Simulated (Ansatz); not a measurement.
An Ansatz (a first-principles code) input:

Ansatz 0.2 input:
```yaml
crystal:
  lattice:
    - [3.2310074093, 0.0, 0.0]
    - [-1.6155037047, 2.7981344963, 0.0]
    - [0.0, 0.0, 12.116729843]
  atoms:
    - { symbol: Si, position: [0.3333333333, 0.6666666667, 0.75] }
    - { symbol: Si, position: [0.6666666667, 0.3333333333, 0.25] }
    - { symbol: Ta, position: [0.3333333333, 0.6666666667, 0.0954309504] }
    - { symbol: Ta, position: [0.6666666667, 0.3333333333, 0.5954309504] }
    - { symbol: Ta, position: [0.6666666667, 0.3333333333, 0.9045690496] }
    - { symbol: Ta, position: [0.3333333333, 0.6666666667, 0.4045690496] }
    - { symbol: N, position: [0.0, 0.0, 0.0] }
    - { symbol: N, position: [0.0, 0.0, 0.5] }
kpoints:
  mp_grid: { grid: [11, 11, 3] }
  band_path:
    path:
      - [[0.0, 0.0, 0.0], [0.5, 0.0, 0.0], [0.3333333333, 0.3333333333, 0.0], [0.0, 0.0, 0.0], [0.0, 0.0, 0.5], [0.5, 0.0, 0.5], [0.3333333333, 0.3333333333, 0.5], [0.0, 0.0, 0.5]]  # Γ-M-K-Γ-A-L-H-A
      - [[0.5, 0.0, 0.5], [0.5, 0.0, 0.0]]  # L-M
      - [[0.3333333333, 0.3333333333, 0.5], [0.3333333333, 0.3333333333, 0.0]]  # H-K
    npoints: 8
basis: { xc_grid: 2 }
hamiltonian:
  xc: pbe
  pseudopotentials: { azcp: { folder: ./paw }, kind: paw_fr }
magnetization: { noncollinear: true, spin_orbit: true }
scf:
  n_extra_bands: 16
  convergence: { dr2_threshold: 0.0000000001 }
  occupations: { method: gaussian, width: 0.05 }
output: { eigenvalues: true }
```

Question: How many symmetry operations and irreducible k-points will the run report?

Answer: 24 operations, 32 of 363 k-points.

Question: With a cutoff of 420 eV, how many plane waves at Γ?

Answer: 2177.

It took about 3.0 core-minutes (a rough figure) on shared server cores.

Space group P6_3/mmc. The start of the workflow was typed in or built on a structure type; neither database checked (COD, Materials Project) lists it. Its standing as an ambient phase is unchecked. The PBE relaxation kept the symmetry of its start; whether a distortion lowers the energy is not shown. No spin polarisation was allowed.

Potentials: the earlier of the program's two PAW sets.

Ansatz is a plane-wave DFT program.
